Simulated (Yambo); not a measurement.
**Optical response of CsNO3**

```
CsNO3
1.0
    5.55044     0.00000     0.00000
    0.00000     6.15494     0.00000
    0.00000     0.00000     5.07935
N O Cs
2 6 2
Direct
  0.00000   0.00000   0.00596
  0.50000   0.50000   0.99404
  0.50000   0.67749   0.11832
  0.50000   0.32251   0.11832
  0.00000   0.82251   0.88168
  0.00000   0.17749   0.88168
  0.50000   0.50000   0.74531
  0.00000   0.00000   0.25469
  0.50000   0.00000   0.59830
  0.00000   0.50000   0.40170
```

Yambo, RPA with local fields on PBEsol bands; 4×4×4 mesh, 133 bands, 3 Ry local-field block, 0.2 eV broadening; field along y.

```json
[
 {"E (eV)": "0.0", "Im ε": "0.00", "Re ε": "2.62", "Im ε, independent particles": "0.00"},
 {"E (eV)": "0.6", "Im ε": "0.00", "Re ε": "2.62", "Im ε, independent particles": "0.01"},
 {"E (eV)": "1.2", "Im ε": "0.01", "Re ε": "2.65", "Im ε, independent particles": "0.02"},
 {"E (eV)": "1.9", "Im ε": "0.02", "Re ε": "2.69", "Im ε, independent particles": "0.04"},
 {"E (eV)": "2.5", "Im ε": "0.03", "Re ε": "2.75", "Im ε, independent particles": "0.07"},
 {"E (eV)": "3.1", "Im ε": "0.04", "Re ε": "2.85", "Im ε, independent particles": "0.14"},
 {"E (eV)": "3.8", "Im ε": "0.08", "Re ε": "3.00", "Im ε, independent particles": "0.32"},
 {"E (eV)": "4.4", "Im ε": "0.22", "Re ε": "3.31", "Im ε, independent particles": "1.73"},
 {"E (eV)": "5.0", "Im ε": "0.81", "Re ε": "3.29", "Im ε, independent particles": "4.56"},
 {"E (eV)": "5.6", "Im ε": "0.73", "Re ε": "3.11", "Im ε, independent particles": "2.34"},
 {"E (eV)": "6.2", "Im ε": "1.40", "Re ε": "4.21", "Im ε, independent particles": "0.61"},
 {"E (eV)": "6.9", "Im ε": "1.40", "Re ε": "1.92", "Im ε, independent particles": "0.79"},
 {"E (eV)": "7.5", "Im ε": "1.20", "Re ε": "2.33", "Im ε, independent particles": "1.10"},
 {"E (eV)": "8.1", "Im ε": "1.28", "Re ε": "2.37", "Im ε, independent particles": "1.22"},
 {"E (eV)": "8.8", "Im ε": "1.31", "Re ε": "2.33", "Im ε, independent particles": "1.34"},
 {"E (eV)": "9.4", "Im ε": "1.40", "Re ε": "2.01", "Im ε, independent particles": "1.49"},
 {"E (eV)": "10.0", "Im ε": "1.16", "Re ε": "2.07", "Im ε, independent particles": "1.29"},
 {"E (eV)": "10.6", "Im ε": "1.42", "Re ε": "2.15", "Im ε, independent particles": "1.71"},
 {"E (eV)": "11.2", "Im ε": "1.16", "Re ε": "2.05", "Im ε, independent particles": "1.42"},
 {"E (eV)": "11.9", "Im ε": "1.33", "Re ε": "2.31", "Im ε, independent particles": "1.64"},
 {"E (eV)": "12.5", "Im ε": "1.44", "Re ε": "2.24", "Im ε, independent particles": "2.56"},
 {"E (eV)": "13.1", "Im ε": "1.78", "Re ε": "2.24", "Im ε, independent particles": "3.87"},
 {"E (eV)": "13.8", "Im ε": "1.72", "Re ε": "2.12", "Im ε, independent particles": "3.46"},
 {"E (eV)": "14.4", "Im ε": "2.36", "Re ε": "1.91", "Im ε, independent particles": "4.53"},
 {"E (eV)": "15.0", "Im ε": "2.16", "Re ε": "1.24", "Im ε, independent particles": "4.18"},
 {"E (eV)": "15.6", "Im ε": "1.90", "Re ε": "1.15", "Im ε, independent particles": "3.31"},
 {"E (eV)": "16.2", "Im ε": "2.09", "Re ε": "1.20", "Im ε, independent particles": "2.80"},
 {"E (eV)": "16.9", "Im ε": "1.87", "Re ε": "0.90", "Im ε, independent particles": "1.70"},
 {"E (eV)": "17.5", "Im ε": "1.88", "Re ε": "0.74", "Im ε, independent particles": "1.72"},
 {"E (eV)": "18.1", "Im ε": "1.70", "Re ε": "0.50", "Im ε, independent particles": "1.11"},
 {"E (eV)": "18.8", "Im ε": "1.51", "Re ε": "0.50", "Im ε, independent particles": "0.91"},
 {"E (eV)": "19.4", "Im ε": "1.40", "Re ε": "0.46", "Im ε, independent particles": "0.95"},
 {"E (eV)": "20.0", "Im ε": "1.38", "Re ε": "0.56", "Im ε, independent particles": "1.22"}
]
```

Peak heights and small wiggles depend on the k mesh. Convergence of the RPA response with its 4×4×4 mesh was not tested. No excitonic effects at this level.

Geometry of the Materials Project entry, not relaxed at this level.

The structure is a Materials Project entry; no match was found in the copy of COD used, and its stability was not checked.
